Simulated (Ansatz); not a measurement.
**BaZn4, a known structure type with other elements, at an estimated volume**

```yaml
crystal:
  lattice:
    - [0.00000, 4.57315, 0.00000]
    - [5.30215, -2.28657, 0.00000]
    - [-1.41219, 2.28657, -7.97560]
  atoms:
    - { symbol: Zn, position: [0.40451, 0.25814, 0.44912] }
    - { symbol: Zn, position: [0.59549, 0.74186, 0.55088] }
    - { symbol: Zn, position: [0.15147, 0.26137, 0.95843] }
    - { symbol: Zn, position: [0.84853, 0.73863, 0.04157] }
    - { symbol: Zn, position: [0.12513, 0.92911, 0.67885] }
    - { symbol: Zn, position: [0.87487, 0.07089, 0.32115] }
    - { symbol: Zn, position: [0.55169, 0.21847, 0.11509] }
    - { symbol: Zn, position: [0.44831, 0.78153, 0.88491] }
    - { symbol: Ba, position: [0.18161, 0.65051, 0.28729] }
    - { symbol: Ba, position: [0.81839, 0.34949, 0.71271] }
```

The numbers come from plane-wave PAW DFT (Ansatz): r2SCAN, no spin polarisation, 500 eV, 5×5×5 Γ-centred k points, fermi-dirac occupations (width 0.1 eV). Nothing was relaxed.

**Forces.** The largest is on Zn3 (and as large on other atoms): 0.66 eV/Å, components (-0.63, 0.00, -0.20). It makes 77° with the line to a nearest neighbour, Zn5 at 2.62 Å.
**Contacts.** Zn–Zn at 2.55 Å: least valence density 0.30 e/Å³ and ELF 0.41 there. Zn–Ba at 3.07 Å: least valence density 0.15 e/Å³ and ELF 0.11 there. Both are smooth PAW fields, read partly inside the augmentation spheres.
**Electronic structure.** It is a metal, with about 5.1 states/eV a cell as the mean within 0.25 eV of the Fermi level.
**Stress.** The pressure is 6.3 GPa (compression positive), so with the atoms held at these fractions the cell would first expand. The principal stresses 2.6, 7.5, 8.7 GPa differ, so its shape would change too.
**Formation energy.** -0.02 eV an atom against the elements' usual phases (free molecules for gases, crystals otherwise, with no correction for O₂ or N₂), too near zero to call. Relaxing would lower it.

Origin: a known structure type with other elements, at an estimated volume, so it need not be a known compound. Caveats: the k mesh is coarse if the cell is a metal.
